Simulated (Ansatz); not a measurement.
## Rb$_{2}$FeCl$_{6}$F: single run (Ansatz)

The input file (Ansatz 0.2.0, plane waves):

```yaml
crystal:
  lattice:
    - [0.0, 4.810508, 4.810508]
    - [4.810508, 0.0, 4.810508]
    - [4.810508, 4.810508, 0.0]
  atoms:
    - { symbol: Fe, position: [0.0, 0.0, 0.0] }
    - { symbol: Cl, position: [0.7843, 0.2157, 0.2157] }
    - { symbol: Cl, position: [0.2157, 0.7843, 0.2157] }
    - { symbol: Cl, position: [0.2157, 0.7843, 0.7843] }
    - { symbol: Cl, position: [0.7843, 0.2157, 0.7843] }
    - { symbol: Cl, position: [0.2157, 0.2157, 0.7843] }
    - { symbol: Cl, position: [0.7843, 0.7843, 0.2157] }
    - { symbol: Rb, position: [0.25, 0.25, 0.25] }
    - { symbol: Rb, position: [0.75, 0.75, 0.75] }
    - { symbol: F, position: [0.5, 0.5, 0.5] }
  symmetry: { tolerance: 0.0003 }
kpoints:
  mp_grid: { grid: [3, 3, 3], shift: [0, 0, 0] }
magnetization:
  spin_polarized: false
scf:
  occupations: { method: tetrahedron }
  initial_density: { chi_scale: 0.1 }
hamiltonian:
  pseudopotentials: { kind: paw }
  xc: rpbe
basis:
  ecutwfc: 420
output:
  forces: true
  stress: true
  eigenvalues: true
```

Launch command:

```bash
ansatz run input.yaml --threads 1 --pin off --max-ram 2560MiB --backend cpu --events-out ev --progress --plain --runs-dir out
```

Origin of the cell: a known structure type with other elements, at an estimated volume, so it need not be a known compound.

Output (shortened):

```
Warning: output.forces, output.stress, relax.cell or npt_langevin: where a Kohn–Sham band that disperses or a degenerate level is filled in part under the method tetrahedron, the forces or th […]
band count auto-derived: 53 (N_el = 83.0; filled up to band 42; 52 by the electrons, moments and atoms)
Pseudopotentials: kind: paw
Pseudopotential: Fe, paw, valence charge 16, recommended cutoff 420 eV (normal), Fe.paw.azcp
Pseudopotential: Cl, paw, valence charge 7, recommended cutoff 420 eV (normal), Cl.paw.azcp
Pseudopotential: Rb, paw, valence charge 9, recommended cutoff 420 eV (normal), Rb.paw.azcp
Pseudopotential: F, paw, valence charge 7, recommended cutoff 420 eV (normal), F.paw.azcp
Functional definition: RPBE
  exchange = rpbe_x(kappa = kappa, mu = beta*pi^2/3)
  correlation = pbe_c(beta = beta)
Crystal: 10 atoms, lattice volume = 222.640 Å³
Basis set: ecut = 420 eV, 4285 PW (Γ), exchange–correlation on 96×96×96 points (8 copies of the dense FFT grid, shifted against one another)
[… 16 lines left out …]
Initial density: superposition of atomic densities (chi_scale 0.1, normalization cell), built separately for each of the 2 bonded fragments (scf.initial_density.interfragment_charge_transfer: auto; […]
Functional: x = rpbe, c = pbe(β = 0.066725)
SCF iter   1: F=—  HF=-18361.862283 eV  Δρ=2.00e-1  dr2=1.06e2
SCF iter   2: F=—  HF=-18375.885099 eV  Δρ=3.00e-1  dr2=1.96e2  defer=21
SCF iter   3: F=—  HF=-18355.418030 eV  Δρ=1.64e-1  dr2=5.68e1  defer=18
SCF iter   4: F=—  HF=-18350.789107 eV  Δρ=1.15e-1  dr2=3.97e1  defer=17
SCF iter   5: F=—  HF=-18351.123951 eV  Δρ=1.34e-1  dr2=4.54e1  defer=17
SCF iter   6: F=—  HF=-18348.777255 eV  Δρ=5.23e-2  dr2=7.77e0  defer=18
SCF iter   7: F=—  HF=-18348.857797 eV  Δρ=1.06e-1  dr2=3.58e1  defer=17  recentre
SCF iter   8: F=—  HF=-18348.930200 eV  Δρ=5.18e-2  dr2=7.16e0  defer=17
SCF iter   9: F=—  HF=-18348.548382 eV  Δρ=6.05e-2  dr2=8.93e0  defer=17
SCF iter  10: F=—  HF=-18348.801607 eV  Δρ=5.14e-2  dr2=7.19e0  defer=17
[… 9 lines left out …]
SCF iter  20: F=—  HF=-18348.367598 eV  Δρ=6.56e-3  dr2=1.32e-1  defer=17
SCF iter  21: F=—  HF=-18348.366561 eV  Δρ=6.90e-4  dr2=1.66e-3  defer=17
SCF iter  22: F=—  HF=-18348.366632 eV  Δρ=9.31e-4  dr2=2.95e-3  defer=17
SCF iter  23: F=—  HF=-18348.366678 eV  Δρ=5.74e-4  dr2=1.09e-3  defer=17
SCF iter  24: F=—  HF=-18348.366676 eV  Δρ=1.56e-4  dr2=6.02e-5  defer=17
SCF iter  25: F=—  HF=-18348.366501 eV  Δρ=8.19e-5  dr2=1.85e-5  defer=17
SCF iter  26: F=—  HF=-18348.366522 eV  Δρ=3.53e-4  dr2=3.66e-4  defer=17  recentre
SCF iter  27: F=—  HF=-18348.366504 eV  Δρ=2.10e-5  dr2=1.44e-6  defer=17
SCF iter  28: F=—  HF=-18348.366505 eV  Δρ=3.49e-5  dr2=3.73e-6  defer=17
SCF iter  29: F=-18348.366504 eV  HF=-18348.366504 eV  Δρ=2.41e-6  dr2=1.40e-8
SCF 1 converged in 29 iterations: F = -18348.366504 eV  dr2 = 1.40e-8
SCF converged after 29 iterations
Stability not checked: this state was not tested for a lower state beside it, because cold or Methfessel-Paxton smearing, or corrected tetrahedra, fill the levels in a way that the test cannot read (fill_not_monotonic; […]
Free energy (F): -18348.366504 eV
Harris-Foulkes:  -18348.366504 eV  (|F-HF|=1.03e-9)
Internal energy: -18348.366221 eV  (E = F + TS)
E sigma→0 (E₀):  -18348.366504 eV
Entropy (-TS):   -0.000283 eV (-0.028 meV/atom)
Fermi energy:    4.008486 eV
--- Per-component energies (eV) ---
  E_band       = -667.104702
  E_kinetic    = 1929.184313
  E_local      = -7597.338118  (includes V_loc(G=0)·N_el)
  E_nonlocal   = 796.931907
  E_hartree    = 2939.210789
  E_xc         = -1113.252787
  E_vxc        = -1271.298790  (∫ρ·V_xc dr)
  E_paw        = -10789.699430  (= ΣΔE_a)
  E_vpaw       = -403.003878  (= ΣTr[D̂ρ^β])
  E_aug_tail   = 0.003505  (compensation charges beyond the density's cutoff)
  E_ewald      = -4512.951726
  E_core_change = -0.454675  (= ΣΔE_core)
  E_smearing   = -0.000283  (= −TS)
  Σ components = -18348.366504   (vs F -18348.366504, Δ=0.00e0)
--- Forces (eV/Å), atoms counted from 1 ---
  atom   1  Fe    -0.000000     0.000000    -0.000000
  atom   2  Cl     3.222117    -0.000000    -0.000000
  atom   3  Cl     0.000000     3.222117     0.000000
  atom   4  Cl    -3.222117     0.000000    -0.000000
  atom   5  Cl    -0.000000    -3.222117     0.000000
  atom   6  Cl    -0.000000     0.000000     3.222117
  atom   7  Cl    -0.000000     0.000000    -3.222117
  atom   8  Rb    -0.000000     0.000000     0.000000
  atom   9  Rb    -0.000000     0.000000     0.000000
  atom  10  F      0.000000    -0.000000     0.000000
  max |Σ_I F_I| component: 4.60e-16 eV/Å
--- Stress (GPa, compression-positive) ---
       13.722045       0.000000      -0.000000
        0.000000      13.722045      -0.000000
       -0.000000       0.000000      13.722045
  P = ⅓ Tr σ = 13.7220 GPa (137.220 kbar)
```

Caveats: forces and stress under tetrahedra may miss the slope of the energy; forces of this functional can be a tenth off on datasets made under PBE; no spin polarisation, so a magnetic state may lie lower; the k mesh is coarse if the cell is a metal.

The run took 9.2 s on 1 thread of Arm Neoverse V1 (shared host), peak memory 0.45 GiB, from the program's own first density.
